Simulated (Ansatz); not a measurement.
Ansatz input file:

```yaml
crystal:
  lattice:
    - [2.948866268, 0.0, 0.0]
    - [0.0, 2.948866268, 0.0]
    - [0.0, 0.0, 3.658357967]
  atoms:
    - { symbol: Hg, position: [0.0, 0.0, 0.0] }
    - { symbol: Pd, position: [0.5, 0.5, 0.5] }
basis:
  ecutwfc: 500
kpoints:
  mp_grid: { grid: [14, 14, 12] }
hamiltonian:
  xc: r2scan
scf:
  occupations: { method: gaussian, width: 0.1 }
output:
  forces: true
  stress: true
  eigenvalues: true
relax:
  adjacent_minimum: "off"
  f_tol: 0.01
  max_steps: 30
  cell: { stress_tol: 0.1, fix: [volume] }
```

Launched with
```bash
ansatz run input.yaml --threads 1 --pin off --max-ram 2560MiB --backend cpu --events-out ev --progress --plain --runs-dir out
```

Computed with Ansatz 0.2.0, DFT r2SCAN, scalar-relativistic, plane waves, PAW.

Abridged output (iterations and final results):

```
SCF iter   1: F=—  HF=-20813.881228 eV  |F-HF|=—  |Δ(HF+E_count)|=         —  Δρ=1.46e-2  dr2=4.85e-2  dr2_τ=1.77e-2  ethr=1.77e-3  ⟨swp⟩=5.0  Hψ=23439  notcnv=0
SCF iter   2: F=—  HF=-20813.880629 eV  |F-HF|=—  |Δ(HF+E_count)|=   5.99e-4  Δρ=7.25e-3  dr2=8.43e-3  dr2_τ=1.18e-3  ethr=1.28e-4  ⟨swp⟩=1.3  Hψ=8031  notcnv=0  defer=1
SCF iter   3: F=—  HF=-20813.880355 eV  |F-HF|=—  |Δ(HF+E_count)|=   2.74e-4  Δρ=2.77e-3  dr2=2.33e-3  dr2_τ=2.22e-4  ethr=2.22e-5  ⟨swp⟩=2.5  Hψ=8791  notcnv=0  defer=1
SCF iter   4: F=—  HF=-20813.880138 eV  |F-HF|=—  |Δ(HF+E_count)|=   2.17e-4  Δρ=7.85e-4  dr2=1.61e-4  dr2_τ=7.59e-6  ethr=6.12e-6  ⟨swp⟩=2.1  Hψ=6840  notcnv=0  defer=1
SCF iter   5: F=—  HF=-20813.880230 eV  |F-HF|=—  |Δ(HF+E_count)|=   9.23e-5  Δρ=2.69e-4  dr2=1.58e-5  dr2_τ=9.99e-7  ethr=4.24e-7  ⟨swp⟩=2.5  Hψ=8960  notcnv=0  defer=1
SCF iter   6: F=—  HF=-20813.880259 eV  |F-HF|=—  |Δ(HF+E_count)|=   2.90e-5  Δρ=5.28e-5  dr2=7.70e-7  dr2_τ=3.55e-8  ethr=4.16e-8  ⟨swp⟩=2.0  Hψ=8422  notcnv=0  defer=1
SCF iter   7: F=-20813.880260 eV  HF=-20813.880260 eV  |F-HF|=7.48e-8  |Δ(HF+E_count)|=   1.36e-6  Δρ=1.42e-5  dr2=5.03e-8  dr2_τ=1.51e-9  ethr=2.63e-10  ⟨swp⟩=5.8  Hψ=23614  notcnv=0
SCF 1 converged in 7 iterations: F = -20813.880260 eV  dr2 = 5.03e-8
relax step   1: F+E_penalty+E_count = -20813.88026030 eV  Δ(F+E_penalty+E_count) = +0.000e0 eV  max|allowed force component| = 1.018e-28 eV/Å  Δτ_max = 0.0000 Å  P = +16.061 GPa  Ω = 31.812 Å³  fix = [volume]  reactions: volume +16.061 GPa (7 SCF iters, dr2 threshold 1.00e-7 eV, accepted)
Initial density: handed on by an earlier stage of this run
Initial wavefunctions: pseudopotential atomic-orbital guess (no wavefunctions were taken with the density)
SCF iter   1: F=—  HF=-20813.880260 eV  |F-HF|=—  |Δ(HF+E_count)|=         —  Δρ=1.41e-5  dr2=5.03e-8  dr2_τ=1.51e-9  ethr=4.92e-9  ⟨swp⟩=4.3  Hψ=42189  notcnv=0
SCF iter   2: F=—  HF=-20813.880260 eV  |F-HF|=—  |Δ(HF+E_count)|=   4.66e-7  Δρ=1.05e-5  dr2=2.93e-8  dr2_τ=6.80e-10  ethr=1.32e-10  ⟨swp⟩=2.0  Hψ=6979  notcnv=0
SCF iter   3: F=—  HF=-20813.880260 eV  |F-HF|=—  |Δ(HF+E_count)|=   5.23e-8  Δρ=3.91e-6  dr2=4.98e-9  dr2_τ=7.39e-10  ethr=7.72e-11  ⟨swp⟩=2.0  Hψ=8578  notcnv=0
SCF iter   4: F=—  HF=-20813.880260 eV  |F-HF|=—  |Δ(HF+E_count)|=   2.35e-9  Δρ=1.08e-6  dr2=3.41e-10  dr2_τ=1.52e-11  ethr=1.31e-11  ⟨swp⟩=2.0  Hψ=8530  notcnv=0
SCF iter   5: F=-20813.880260 eV  HF=-20813.880260 eV  |F-HF|=0.00e0  |Δ(HF+E_count)|=  2.18e-10  Δρ=2.83e-7  dr2=1.94e-11  dr2_τ=1.64e-12  ethr=1.00e-12  ⟨swp⟩=4.0  Hψ=19264  notcnv=0
SCF 2 converged in 5 iterations: F = -20813.880260 eV  dr2 = 1.94e-11
SCF converged after 5 iterations
Free energy (F): -20813.880260 eV
Harris-Foulkes:  -20813.880260 eV  (|F-HF|=0.00e0)
Internal energy: -20813.878142 eV  (E = F + TS)
E sigma→0 (E₀):  -20813.879201 eV
Entropy (-TS):   -0.002118 eV (-1.059 meV/atom)
Fermi energy:    21.394782 eV
--- Per-component energies (eV) ---
  E_band       = -425.371520
  E_kinetic    = 1124.986056
  E_local      = -3728.392339  (includes V_loc(G=0)·N_el)
  E_nonlocal   = 291.895834
  E_hartree    = 1591.431103
  E_xc         = -371.063454
  E_vxc        = -525.571589  (∫ρ·V_xc dr)
  E_paw        = -13743.826594  (= ΣΔE_a)
  E_vpaw       = -808.137938  (= ΣTr[D̂ρ^β])
  E_aug_tail   = 0.000505  (compensation charges beyond the density's cutoff)
  E_vtau       = 36.985880  (kinetic-family band-sum trace: ∫τ·v_τ [+ j·A + Jᵃ·Aᵃ] dr)
  E_ewald      = -5978.308240
  E_core_change = -0.601014  (= ΣΔE_core)
  E_smearing   = -0.002118  (= −TS)
--- Forces (eV/Å), atoms counted from 1 ---
  atom   1  Hg     0.00000000     0.00000000     0.00000000
  atom   2  Pd     0.00000000     0.00000000     0.00000000
--- Stress (GPa, compression-positive) ---
       16.042057       0.000000       0.000000
        0.000000      16.042057       0.000000
        0.000000       0.000000      16.100547
  P = ⅓ Tr σ = 16.0616 GPa (160.616 kbar)
--- Band table (eV; the first three rows and the last of 252) ---
  k-point 0: bands = ["-96.5682", "-65.4529", "-44.3919", "-44.3919", "-44.3866", "-30.4289", "-30.3238", "-30.3238", "10.7340", "11.7997", "12.1784", "13.6694", "13.6694", "14.2626", "17.4670", "18.2041", "19.6179", "19.6179", "19.7457", "23.9704", "30.2669", "30.2669", "30.6731"]
  k-point 1: bands = ["-96.5682", "-65.4528", "-44.3918", "-44.3918", "-44.3867", "-30.4297", "-30.3239", "-30.3239", "10.8131", "11.8154", "12.2389", "13.6798", "13.6798", "14.2692", "17.4327", "18.1653", "19.5435", "19.5435", "19.7323", "23.3765", "30.4784", "30.4784", "31.4206"]
  k-point 2: bands = ["-96.5682", "-65.4528", "-44.3918", "-44.3918", "-44.3871", "-30.4317", "-30.3239", "-30.3239", "11.0316", "11.8593", "12.4299", "13.7091", "13.7091", "14.2874", "17.3388", "18.0341", "19.3467", "19.3467", "19.6956", "22.0979", "31.0850", "31.0850", "33.1748"]
  k-point 251: bands = ["-96.5642", "-65.4373", "-44.4512", "-44.4512", "-44.3784", "-30.4252", "-30.4252", "-30.4185", "12.2019", "12.7571", "12.7571", "14.3376", "15.1403", "16.3680", "16.7192", "16.7192", "19.3167", "20.4140", "23.4347", "27.2169", "27.2169", "28.4614", "28.4614"]
--- Relaxed structure (1 steps of the walk, 1 accepted, 1 SCFs on fresh bases) ---
  F+E_penalty+E_count = -20813.88026032 eV   max|allowed force component| = 1.396e-28 eV/Å   (the final SCF, on the basis selected at the relaxed cell)
  cell:  # Å, volume = 31.8124 Å³
    - [2.948866268, 0.0, 0.0]
    - [0.0, 2.948866268, 0.0]
    - [0.0, 0.0, 3.658357967]
  atoms:
    - { symbol: Hg, position: [0.0, 0.0, 0.0] }
    - { symbol: Pd, position: [0.49999999, 0.49999999, 0.49999999] }
```

The relaxation met its thresholds.

It took 50 s on 1 thread of Arm Neoverse V1 (shared host), peak memory 0.54 GiB.

Spin–orbit coupling is left out, which can shift energies with elements as heavy as these.